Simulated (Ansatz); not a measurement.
MgO (rock salt, Fm-3m), plane-wave PAW PBE (Ansatz code): ε∞ = 3.24, cell volume 19.24 Å³. Infrared-active transverse modes:

```
ω_TO (cm⁻¹)  oscillator strength S_xx (e²/amu)
-----------  ---------------------------------
364.8                                   0.4139
```

Compute the static dielectric constant.

Each mode adds (4.921e7/V) S/ω²: 7.95. So ε0 = 11.2.

What LO frequency does the Lyddane–Sachs–Teller relation give?

ω_LO = ω_TO √(ε0/ε∞) = 678 cm⁻¹.

The PBE relaxation kept the symmetry of its start; phonons on a q-mesh show no instability.

Potentials: the later of the program's two PAW sets.
